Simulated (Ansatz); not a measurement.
The cell is an ordered 8-atom cell of Ga₄Sb₃P on the zincblende lattice (P-43m); cell and atoms were relaxed with r2SCAN. Space group P-43m (No. 215), cubic; conventional cell a = 5.961 Å, 26.48 Å³ an atom. Around P lie 4 Ga at 2.44 Å; around Ga lie 1 P at 2.44 Å and 3 Sb at 2.63 Å; around Sb lie 4 Ga at 2.63 Å.

```cif
data_structure
_symmetry_space_group_name_H-M 'P-43m'
_symmetry_Int_Tables_number 215
_cell_length_a 5.9613
_cell_length_b 5.9613
_cell_length_c 5.9613
_cell_angle_alpha 90.000
_cell_angle_beta 90.000
_cell_angle_gamma 90.000
_cell_volume 211.85
loop_
_atom_site_label
_atom_site_type_symbol
_atom_site_symmetry_multiplicity
_atom_site_Wyckoff_symbol
_atom_site_fract_x
_atom_site_fract_y
_atom_site_fract_z
_atom_site_occupancy
P1 P 1 a 0.00000 0.00000 0.00000 1
Ga1 Ga 4 e 0.76372 0.76372 0.76372 1
Sb1 Sb 3 c 0.50000 0.50000 0.00000 1
```

3 runs of Ansatz 0.2.0 on this cell differ in the functional (and in the settings that go with it). Levels are in eV from each run's valence top; v1 is the last filled band, c1 the first empty one.

Run A, mean stress 0.0 GPa (compression positive):
```tsv
point	v4	v3	v2	v1	c1	c2
Γ	-2.62	0.00	0.00	0.00	0.48	1.21
X	-2.11	-2.11	-1.45	-1.45	1.36	1.77
M	-1.71	-1.71	-1.17	-0.79	2.02	2.07
R	-1.02	-1.02	-0.73	-0.73	0.22	1.07
```

Run B, mean stress +0.2 GPa (compression positive):
```tsv
point	v4	v3	v2	v1	c1	c2
Γ	-2.72	0.00	0.00	0.00	0.83	1.54
X	-2.19	-2.19	-1.49	-1.49	1.75	2.09
M	-1.78	-1.78	-1.19	-0.81	2.42	2.52
R	-1.04	-1.04	-0.75	-0.75	0.55	1.42
```

Run C, mean stress +2.0 GPa (compression positive):
```tsv
point	v4	v3	v2	v1	c1	c2
Γ	-2.50	0.00	0.00	0.00	0.09	0.99
X	-2.02	-2.02	-1.39	-1.39	1.15	1.55
M	-1.63	-1.63	-1.11	-0.75	1.76	1.79
R	-0.97	-0.97	-0.69	-0.69	-0.03	0.75
```

Question: Match the runs to PBE, r2SCAN, HSE06.

Answer: A is r2SCAN, B is HSE06, C is PBE. In order of the gap: PBE none (overlap 0.03), r2SCAN 0.22, HSE06 0.55 eV.

No spin polarisation. The prototype was imposed, so other structures may be more stable.

No spin-orbit coupling is included; it can move band edges with weight on the heavy atoms by tenths of an eV.

The stress of a hybrid is loosely converged in these runs.

Gaps or overlaps of about a tenth of an eV are at the limit of these meshes: between the points read a gap can be smaller or closed.

The meshes of the hybrids are coarse, so their gaps aren't converged to the digits shown.
